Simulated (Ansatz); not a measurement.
CoPdO2:
```cif
data_Co3O6Pd3
_chemical_formula_sum 'Co3 Pd3 O6'
_space_group_name_H-M_alt 'R-3m :H'
_space_group_IT_number 166
_space_group_name_Hall '-R 3 2"'
_cell_length_a 2.86199
_cell_length_b 2.86199
_cell_length_c 17.83916
_cell_angle_alpha 90.000
_cell_angle_beta 90.000
_cell_angle_gamma 120.000
loop_
_atom_site_label
_atom_site_type_symbol
_atom_site_symmetry_multiplicity
_atom_site_Wyckoff_symbol
_atom_site_fract_x
_atom_site_fract_y
_atom_site_fract_z
_atom_site_occupancy
Co1 Co 3 b 0.00000 0.00000 0.50000 1
Pd1 Pd 3 a 0.00000 0.00000 0.00000 1
O1 O 6 c 0.00000 0.00000 0.11282 1
```
(The calculation used a cell of 4 atoms; values per cell refer to that cell.)

Relaxed at zero pressure with the program Ansatz at the PBE level (PAW).

Problem. The volume is raised by 9 % and shape and atoms relax at that volume. What pressure results, and how do the axes share the change?

Solution. -13.8 GPa; a 3.6 %, b 3.6 %, c 1.6 %; the energy rises by 44 meV/atom.

Problem. Give the new structure.

Solution. 
Space group R-3m, hexagonal axes (No. 166); a = b = 2.965 Å, c = 18.119 Å, α = β = 90.00°, γ = 120.00°

| atom | site | symmetry | x | y | z |
|---|---|---|---|---|---|
| Co | 3b | -3m | 0.0000 | 0.0000 | 0.5000 |
| Pd | 3a | -3m | 0.0000 | 0.0000 | 0.0000 |
| O | 6c | 3m | 0.0000 | 0.0000 | 0.1139 |

The phase is kept; no other phase was compared at this pressure.

Symmetry was held in the PBE relaxation. The workflow began spin-polarised and lost its moments. No Hubbard U is applied.

Potentials: the earlier of the program's two PAW sets.
